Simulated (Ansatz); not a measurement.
GdCu5:
```xyz
6
Lattice="5.0222 0.0000 0.0000 -2.5111 4.3494 0.0000 0.0000 0.0000 4.0326" Properties=species:S:1:pos:R:3 pbc="T T T"
Cu     2.5111     0.0000     2.0163
Cu     1.2556     2.1747     2.0163
Cu    -1.2556     2.1747     2.0163
Cu     0.0000     2.8996     0.0000
Cu     2.5111     1.4498     0.0000
Gd     0.0000     0.0000     0.0000
```
The run is spin-polarised; directions of the spins, atom by atom: 0 0 0 0 0 ↑.

Relaxed with r²SCAN.

Give the Bader charges and basin volumes of the independent atoms, r²SCAN (plane waves, PAW; program Ansatz).



| atom | Bader charge (e) | Bader volume (Å³) |
|---|---|---|
| Cu1 | -0.30 | 14.4 |
| Cu4 | -0.34 | 13.7 |
| Gd6 | +1.58 | 17.3 |

Space group P6/mmm. The workflow started from an entry of the Crystallography Open Database (COD). Whether it is the stable phase at ambient conditions was not checked. The cell was relaxed with r²SCAN under the symmetry of its start; whether a distortion lowers the energy is not shown. The final state is ferromagnetic, the only order run, not a proven ground state. Caveat: open 4f shells can settle in a state that is not the lowest. Other orbital occupations within this spin state were not tried. No Hubbard U is applied. Scalar-relativistic: spin–orbit coupling is off unless named, which matters more the heavier the elements.

Potentials: the later of the program's two PAW sets.
